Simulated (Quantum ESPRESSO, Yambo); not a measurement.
**Quasiparticle gap of K₂Pt at -3 % isotropic strain**

```
K2Pt
1.0
    0.00000     3.62404     3.62404
    3.62404     0.00000     3.62404
    3.62404     3.62404     0.00000
K Pt
2 1
Cartesian
  5.43606   5.43606   5.43606
  1.81202   1.81202   1.81202
  7.24808   7.24808   7.24808
```

The PBEsol cell relaxed from Materials Project entry mp-1062676 was given an isotropic strain of -3 % on all lattice vectors, and the atoms were relaxed again.

Starting point: PBEsol (Quantum ESPRESSO, PseudoDojo norm-conserving, 84 Ry, without SOC). G0W0 in Yambo: 4×4×4 Γ-centred k mesh, bands 5 to 154 and a 7 Ry block in the screening, 154 bands in G with the Bruneval-Gonze terminator, plasmon pole fitted at 27.2 eV.

```
Property                                            Result
-------------------------------------------------  -------
PBEsol gap along the band path                     1.58 eV
PBEsol gap between the mesh's edge points (X → L)  1.58 eV
G0W0 gap between the same points                   2.42 eV
PBEsol smallest direct gap on the mesh (at L)      1.63 eV
G0W0 direct gap at that point                      2.48 eV
```

| k point | band | E PBEsol (eV) | E QP (eV) | shift (eV) | Z |
|---|---|---|---|---|---|
| Γ | VB | -0.01 | -0.66 | -0.65 | 0.76 |
| Γ | CB | 3.65 | 4.39 | 0.74 | 0.82 |
| L | VB | -0.05 | -0.69 | -0.64 | 0.76 |
| L | CB | 1.58 | 1.79 | 0.21 | 0.83 |
| X | VB | 0.00 | -0.63 | -0.63 | 0.76 |
| X | CB | 1.82 | 2.23 | 0.42 | 0.82 |

Energies count from the PBEsol valence-band maximum.

Convergence of the G0W0 settings was not tested.

Spin-orbit coupling is left out, which matters for elements this heavy: edges can move by tenths of an eV.

The structure is a Materials Project entry; no match was found in the copy of COD used, and its stability was not checked.
